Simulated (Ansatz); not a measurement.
LiTaO$_{3}$:
```
LiTaO3
1.0
    2.53675     1.46459     4.55286
   -2.53675     1.46459     4.55286
    0.00000    -2.92919     4.55286
Li Ta O
2 2 6
Direct
  0.71633   0.71633   0.71633
  0.21633   0.21633   0.21633
  0.00061   0.00061   0.00061
  0.50061   0.50061   0.50061
  0.62945   0.88681   0.27570
  0.88681   0.27570   0.62945
  0.27570   0.62945   0.88681
  0.12945   0.77570   0.38681
  0.38681   0.12945   0.77570
  0.77570   0.38681   0.12945
```

x, y and z are the axes in which the lattice vectors are written.

Q: Give the proper piezoelectric stress tensor with relaxed ions from DFT-LDA in the program Ansatz with PAW potentials.

A: In C/m², rows x, y, z, Voigt columns; mesh uncertainty up to 0.01.
```
 0.00   0.00   0.00   0.00  -2.36   1.90
 1.90  -1.90   0.00  -2.36   0.00   0.00
 0.39   0.39  -1.04   0.00   0.00   0.00
```

The elastic tensor of the same run (GPa):

```json
[
 {"": "1", "1": "248", "2": "58.0", "3": "91.6", "4": "-13.1", "5": "0.0", "6": "0.0"},
 {"": "2", "1": "58.0", "2": "248", "3": "91.6", "4": "13.1", "5": "0.0", "6": "0.0"},
 {"": "3", "1": "91.6", "2": "91.6", "3": "290", "4": "0.0", "5": "0.0", "6": "0.0"},
 {"": "4", "1": "-13.1", "2": "13.1", "3": "0.0", "4": "103", "5": "0.0", "6": "0.0"},
 {"": "5", "1": "0.0", "2": "0.0", "3": "0.0", "4": "0.0", "5": "103", "6": "-13.1"},
 {"": "6", "1": "0.0", "2": "0.0", "3": "0.0", "4": "0.0", "5": "-13.1", "6": "95.0"}
]
```

Q: Convert to strain constants d = e·S.

A: In pC/N:
```
  0.0    0.0    0.0    0.0  -20.8   17.2
  8.6   -8.6    0.0  -20.8    0.0    0.0
  2.9    2.9   -5.4    0.0    0.0    0.0
```

Space group R3c. The LDA relaxation kept the symmetry of its start. No spin polarisation was allowed. Signs of piezoelectric constants follow the polarity of the cell as given. Spin–orbit coupling is left out wherever it is not named.

Potentials: the later of the program's two PAW sets.
